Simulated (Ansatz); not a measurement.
Input and output of a single-point calculation on WSSe (Janus 2H monolayer) (the PAW code Ansatz, r2SCAN). The cell was relaxed with r2SCAN and then strained (uniaxial -1.5 % along y, other directions held), with the atoms relaxed again with r2SCAN; k points keep the names of the unstrained zone.

The input:
```yaml
crystal:
  lattice:
    - [3.2467166458, 0.0, 0.0]
    - [-1.6233583229, 2.7695630077, 0.0]
    - [0.0, 0.0, 31.03517308]
  atoms:
    - { symbol: W, position: [0.3327289715, 0.6654579429, 0.2918105207] }
    - { symbol: S, position: [0.6670114989, 0.3340229977, 0.3412410243] }
    - { symbol: Se, position: [0.6669261963, 0.3338523927, 0.2369291035] }
  periodic: [true, true, false]
kpoints:
  mp_grid: { grid: [12, 12, 1] }
  band_path:
    path:
      - [0.0, 0.0, 0.0]
      - [0.5, 0.0, 0.0]
      - [0.3333333333, 0.3333333333, 0.0]
      - [0.335937, 0.330729, 0.0]
      - [0.338542, 0.330729, 0.0]
    npoints: 1
hamiltonian:
  xc: r2scan
scf:
  occupations: { method: fixed }
  n_extra_bands: 4
output:
  forces: true
  stress: true
  eigenvalues: true
```

Command: `ansatz run input.yaml --threads 4 --pin off --max-ram 5529MiB --backend cpu --events-out ev --progress --plain --runs-dir out`.

Q: It ran on 4 threads of Intel(R) Xeon(R) Processor @ 2.50GHz (Skylake/Cascade Lake), on a shared host, load about 0.9 per core. About how long did it take, and how much host memory at the peak?

A: About 46 s, with a peak of 1.2 GiB.

Abridged output:
```
Functional definition: r2SCAN
Crystal: 3 atoms, lattice volume = 279.068 Å³
Basis set: ecut = 500 eV, 7043 PW (Γ)
Bands: 22, of which v1, the nominal top of the filled ones, is band 18 counted from 1 (17 counted from 0)
Symmetry: 2 space group operations
Space group: Cm (ITA 8)
k-points: 43 of 144 (time reversal used)
SCF iter   1: HF=-16783.375616 eV  Δρ=3.62e-3  dr2=1.80e-1
preconditioner: auto → Resta (q_TF=auto, 1.939 Å⁻¹)  ε∞=2.1  [insulator: Δε(μ)=1.895 eV  ℏωp=9.4 eV]
SCF iter   2: HF=-16783.473750 eV  Δρ=3.90e-3  dr2=4.59e-1
SCF iter   3: HF=-16783.429511 eV  Δρ=2.08e-3  dr2=1.16e-2
SCF iter   4: HF=-16783.437597 eV  Δρ=1.39e-3  dr2=1.46e-2
SCF iter   5: HF=-16783.435767 eV  Δρ=3.16e-4  dr2=6.25e-4
SCF iter   6: HF=-16783.435811 eV  Δρ=1.62e-4  dr2=1.17e-4
SCF iter   7: HF=-16783.435833 eV  Δρ=3.45e-5  dr2=2.89e-6
SCF iter   8: HF=-16783.435826 eV  Δρ=1.06e-5  dr2=2.41e-7
SCF iter   9: HF=-16783.435826 eV  Δρ=5.98e-6  dr2=1.27e-7
SCF iter  10: HF=-16783.435826 eV  Δρ=1.60e-6  dr2=6.86e-9
SCF 1 converged in 10 iterations: F = -16783.435826 eV  dr2 = 6.86e-9
SCF converged after 10 iterations
Free energy (F): -16783.435826 eV
Fermi energy:    -5.618668 eV
--- 2D stress c σ (N/m, compression-positive) ---
        0.456636       0.000000       0.000000
        0.000000       2.225493       0.000000
        0.000000       0.000000       0.000000
  P = ½ c Tr σ = 1.3411 N/m
```

Levels at the listed points, from bands.tsv (eV from the Fermi energy, bands near the gap, counted from 0):
```tsv
# k_distance	band_13	band_14	band_15	band_16	band_17	band_18	band_19	band_20	band_21
# fermi_ev = -5.618668
# [0, 0, 0] at k_distance = 0.000000
# [0.5, 0, 0] at k_distance = 1.121591
# [0.3333333333, 0.3333333333, 0] at k_distance = 1.774053
# [0.335937, 0.330729, 0] at k_distance = 1.779895
# [0.338542, 0.330729, 0] at k_distance = 1.785738
# levels_relative_to = fermi_ev
0.000	-2.763	-2.390	-1.410	-1.284	-0.092	3.122	3.218	3.321	3.479
1.122	-4.480	-3.343	-2.315	-1.041	-0.992	2.858	3.227	4.248	4.917
1.774	-4.629	-3.996	-3.455	-2.497	0.000	1.900	3.340	4.078	5.693
1.780	-4.628	-3.996	-3.454	-2.497	0.000	1.899	3.340	4.076	5.694
1.786	-4.628	-3.996	-3.453	-2.498	0.000	1.899	3.341	4.074	5.694
```
In order the rows are Γ, M, K, (0.336, 0.331, 0), (0.339, 0.331, 0).

r2SCAN gives an indirect gap of 1.899 eV, from k = (0.336, 0.331, 0) to k = (0.339, 0.331, 0); the least direct gap is 1.899 eV at k = (0.339, 0.331, 0). Least and direct gap differ so little that the kind isn't settled. The gap is the least over the mesh and the extra points. The mean in-plane stress at these positions is +1.34 N/m, compression counted positive.

The cell comes from a prototype generator: it can be a known phase or a hypothetical one. Spin polarisation is off.

No spin-orbit coupling is included; it can move band edges with weight on the heavy atoms by tenths of an eV.
